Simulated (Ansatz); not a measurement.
SrAlGeH:
```yaml
crystal:
  lattice:
    - [4.23989, 0.00000, 0.00000]
    - [-2.11994, 3.67185, 0.00000]
    - [0.00000, 0.00000, 4.99086]
  atoms:
    - { symbol: Sr, position: [0.33333, 0.66667, 0.00021] }
    - { symbol: Al, position: [0.00000, 0.00000, 0.45766] }
    - { symbol: Ge, position: [0.66667, 0.33333, 0.56023] }
    - { symbol: H, position: [0.00000, 0.00000, 0.11110] }
```

The program Ansatz at the r²SCAN level (PAW) gives a gap of 1.02 eV without spin–orbit coupling, maximum on the H–A line, 96 % of the way from H, minimum at M.

Problem. What happens when spin–orbit coupling is switched on?

Solution. The gap decreases by 0.05 eV, to 0.97 eV; maximum on the H–A line, 96 % of the way from H, minimum off the standard path, at k = (0.000, -0.458, -0.133) in fractions of the reciprocal vectors.

Space group P3m1. The first step of the workflow began from a Materials Project structure, measured or hypothetical; the Crystallography Open Database copy checked does not list it. Its standing as an ambient phase is unchecked. The cell was relaxed with r²SCAN under the symmetry of its start; whether a distortion lowers the energy is not shown.

Potentials: the later of the program's two PAW sets.
